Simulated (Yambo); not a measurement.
## Convergence of the G0W0 gap of CdO2H2 monolayer

G0W0@PBEsol for a free-standing CdO₂H₂ monolayer (symmetry P-3m1, slab cell 17.3 Å high) in Yambo. Reference settings: 6×6×1 Γ-centred k mesh, bands 9 to 188 and a 6 Ry block in the screening, 188 bands in G with the Bruneval-Gonze terminator, plasmon pole fitted at 27.2 eV, slab-truncated Coulomb interaction, stochastic integration of W near q = 0. The PBEsol gap Γ → Γ on this mesh is 2.23 eV; G0W0 gaps are taken between the same points.

| change from the reference | G0W0 gap Γ → Γ (eV) | shift of the valence edge (eV) | rough Yambo cost |
|---|---|---|---|
| reference settings | 5.07 | -1.58 | 1 |
| 80 bands in W, 80 bands in G | 5.49 | -1.63 | about 1/3 |
| 126 bands in W, 126 bands in G | 5.23 | -1.58 | within a factor of two |
| 80 bands in G | 5.09 | -1.54 | – |
| 126 bands in G | 5.07 | -1.56 | – |
| 94 bands in W | 5.39 | -1.63 | about 1/2 |
| no stochastic integration of W | 5.71 | -1.93 | – |
| 2 Ry block | 5.31 | -1.92 | within a factor of two |
| 5 Ry block | 5.05 | -1.58 | within a factor of two |
| pole fitted at 40 eV | 5.08 | -1.60 | – |
| 80 bands in G, no terminator | 4.79 | -0.98 | – |
| 126 bands in G, no terminator | 4.81 | -1.13 | – |
| no terminator | 4.87 | -1.26 | – |

The reference isn't shown to be the converged limit. Costs are rough (shared machines), scaled to the same edge states, and given only for runs that recompute the screening. Without the stochastic integration, the mesh misses the sharp change of W near q = 0 in a layer: the 0.64 eV of that row are a sampling artefact.

Spin-orbit coupling is included.

Geometry relaxed with PBEsol; primitive cell a = b = 3.509 Å, c = 17.300 Å, α = β = 90.00°, γ = 120.00°.

This is a model layer cut from the bulk structure; whether it is stable on its own was not checked.

A shift is the quasiparticle energy of the state minus its PBEsol energy.
